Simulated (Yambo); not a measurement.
```xyz
2
Lattice="0.0000 2.3980 2.3980 2.3980 0.0000 2.3980 2.3980 2.3980 0.0000" Properties=species:S:1:pos:R:3 pbc="T T T"
Be     0.0000     0.0000     0.0000
S      1.1990     1.1990     1.1990
```

BeS (zinc blende, space group F-43m, No. 216): G0W0@LDA in Yambo (6×6×6 Γ-centred k mesh, bands 2 to 62 and a 10 Ry block in the screening, 62 bands in G with the Bruneval-Gonze terminator, plasmon pole fitted at 27.2 eV) on wavefunctions from Quantum ESPRESSO. With the symmetry operations that carry no fractional translation, the mesh has 16 irreducible k points, and the gap Γ → X is 4.557 eV.

**Question.** What changes when point-group symmetry is switched off and time reversal alone is kept?

**Answer.** The mesh then has 112 irreducible points. The exact result doesn't change; the run gives 4.544 eV, and the difference is numerical residue, whose source wasn't traced. Rough time against the symmetric run: about 5× for the empty bands, about 4× for Yambo (3 states against 4).

Geometry relaxed with LDA.
